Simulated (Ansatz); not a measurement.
Relaxed-ion elastic tensor of YSi$_{2}$ in space group P6/mmm (No. 191; Y on 1a, Si on 2d) in GPa (Voigt order), DFT-PBEsol in the program Ansatz with PAW potentials; density 4.32 g/cm³, 18.59 Å³ per atom.

```
      1     2     3     4     5     6
-  ----  ----  ----  ----  ----  ----
1   117   122  54.1   0.0   0.0   0.0
2   122   117  54.1   0.0   0.0   0.0
3  54.1  54.1   136   0.0   0.0   0.0
4   0.0   0.0   0.0  54.9   0.0   0.0
5   0.0   0.0   0.0   0.0  54.9   0.0
6   0.0   0.0   0.0   0.0   0.0  -2.5
```

Is the crystal mechanically stable?

No: the smallest eigenvalue of C is -5.0 GPa.

Its axis ratio c/a = 0.96 departs by over 6 % from that of the usual cell of this phase: another minimum, or an error of the functional. Symmetry was held in the PBEsol relaxation. At this level the phase is mechanically unstable. The run is not spin-polarised. As this level gives no gap, shear constants depend on the k-mesh and smearing (Fermi–Dirac, 0.1 eV here). On the denser mesh and wider smearing of the elastic run this cell carries a stress of 0.3 GPa.

Potentials: the later of the program's two PAW sets.
